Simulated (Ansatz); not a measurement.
## Rb2WF4 single point

Input file of Ansatz 0.2.0:

```yaml
crystal:
  lattice:
    - [0.0, 6.463675, 0.0]
    - [6.603027, -3.231837, 0.0]
    - [3.518018, 0.0, -7.270899]
  atoms:
    - { symbol: F, position: [0.084, 0.168, 0.649] }
    - { symbol: F, position: [0.916, 0.832, 0.351] }
    - { symbol: Rb, position: [0.517, 0.034, 0.757] }
    - { symbol: Rb, position: [0.483, 0.966, 0.243] }
    - { symbol: F, position: [0.38, 0.282, 0.926] }
    - { symbol: F, position: [0.098, 0.718, 0.074] }
    - { symbol: F, position: [0.62, 0.718, 0.074] }
    - { symbol: F, position: [0.902, 0.282, 0.926] }
    - { symbol: F, position: [0.336, 0.672, 0.623] }
    - { symbol: F, position: [0.664, 0.328, 0.377] }
    - { symbol: W, position: [0.175, 0.35, 0.773] }
    - { symbol: W, position: [0.825, 0.65, 0.227] }
    - { symbol: Rb, position: [0.846, 0.692, 0.738] }
    - { symbol: Rb, position: [0.154, 0.308, 0.262] }
  symmetry: { tolerance: 0.0003 }
kpoints:
  mp_grid: { grid: [5, 5, 4], shift: [0, 0, 0] }
  band_path:
    path:
      - [0.0, 0.0, 0.0]
      - [0.64782121, -0.3239106, 0.0]
      - [0.35217879, -0.6760894, 0.0]
      - [0.0, -0.5, 0.0]
      - [0.0, 0.0, 0.0]
      - [0.0, -0.5, -0.5]
      - [0.45744229, -0.72872114, -0.5]
      - [0.54255771, -0.27127886, -0.5]
      - [0.0, 0.0, -0.5]
      - [0.0, 0.0, 0.0]
      - [0.5, -0.5, -0.5]
    npoints: 6
magnetization:
  spin_polarized: false
scf:
  occupations: { method: fermi_dirac, width: 0.0286 }
  lower_state_search: "off"
  max_iter: 200
hamiltonian:
  pseudopotentials: { kind: paw }
  xc: pbe
basis:
  ecutwfc: 420
  fft_grid_basis: typed
output:
  forces: true
  stress: true
  eigenvalues: true
  bader: true
  populations: true
  elf: true
  write_potential: true
  volumetric_format: npy
  dos:
    e_range: [-12, 8]
    de: 0.05
    projected: { site_lists: { F: [F], Rb: [Rb], W: [W] } }
checkpoint:
  read: saved_state
```

The run starts from an earlier solution of this cell. 

Excerpt of what it printed:

```
SCF iter   1: F=—  Δρ=1.23e-3  dr2=1.53e-3
SCF iter   2: F=—  Δρ=1.43e-3  dr2=3.51e-3  recentre
SCF iter   3: F=—  Δρ=1.11e-3  dr2=1.94e-3
SCF iter   4: F=—  Δρ=9.16e-5  dr2=4.90e-5
SCF iter   5: F=—  Δρ=7.82e-5  dr2=1.22e-5
SCF iter   6: F=—  Δρ=3.63e-5  dr2=5.56e-6
SCF iter   7: F=—  Δρ=3.00e-5  dr2=3.55e-6
SCF iter   8: F=—  Δρ=1.66e-5  dr2=1.01e-6
SCF iter   9: F=—  Δρ=6.60e-6  dr2=1.75e-7
SCF iter  10: F=-40304.2004 eV  Δρ=4.22e-6  dr2=6.27e-8
Free energy (F): -40304.2004 eV
Harris-Foulkes:  -40304.2004 eV  (|F-HF|=4.34e-8)
Internal energy: -40304.1070 eV  (E = F + TS)
E sigma→0 (E₀):  -40304.1537 eV
Entropy (-TS):   -0.0934 eV (-6.668 meV/atom)
Fermi energy:    7.8164 eV
--- Per-component energies (eV) ---
  E_band       = -1226.9279
  E_kinetic    = 3335.6407
  E_local      = -11387.2939  (includes V_loc(G=0)·N_el)
  E_nonlocal   = 1291.5661
  E_hartree    = 4151.2732
  E_xc         = -1691.8929
  E_vxc        = -1839.4100  (∫ρ·V_xc dr)
  E_paw        = -29204.5411  (= ΣΔE_a)
  E_vpaw       = -929.9879  (= ΣTr[D̂ρ^β])
  E_aug_tail   = 0.0163  (compensation charges beyond the density's cutoff)
  E_ewald      = -6798.8754
  E_smearing   = -0.0934  (= −TS)
--- Forces (eV/Å), atoms counted from 1 ---
  atom   1  F     -3.1864     0.0000     0.7927
  atom   2  F      3.1864     0.0000    -0.7927
  atom   3  Rb     0.1013     0.0000     0.0750
  atom   4  Rb    -0.1013     0.0000    -0.0750
  atom   5  F      0.3505     2.6759    -1.4887
  atom   6  F     -0.3505     2.6759     1.4887
  atom   7  F     -0.3505    -2.6759     1.4887
  atom   8  F      0.3505    -2.6759    -1.4887
  atom   9  F      2.5381     0.0000     0.2695
  atom  10  F     -2.5381     0.0000    -0.2695
  atom  11  W      0.0811     0.0000     1.9294
  atom  12  W     -0.0811     0.0000    -1.9294
  atom  13  Rb    -0.2022     0.0000    -0.0343
  atom  14  Rb     0.2022     0.0000     0.0343
--- Stress (GPa, compression-positive) ---
        9.9508       0.0000      -1.2134
        0.0000       9.3875       0.0000
       -1.2134       0.0000       4.6909
  P = ⅓ Tr σ = 8.0097 GPa (80.097 kbar)
--- Löwdin populations: 14 sites ---
  site symbol       q [e]
     0      F      7.4924
     1      F      7.4924
     2     Rb      8.3400
     3     Rb      8.3400
     4      F      7.5244
     5      F      7.5244
     6      F      7.5244
     7      F      7.5244
     8      F      7.5331
     9      F      7.5331
    10      W     12.9318
    11      W     12.9318
    12     Rb      8.3673
    13     Rb      8.3673
  spilling = 0.0048 (of n_electrons = 120.0000)
```

Absolute energies hang on the potentials; compare differences alone.

Origin: a known structure type with other elements, at an estimated volume, so it need not be a known compound. Caveats: many states at the Fermi level without spin polarisation, so a magnetic state may lie lower; atoms or cell far from equilibrium.
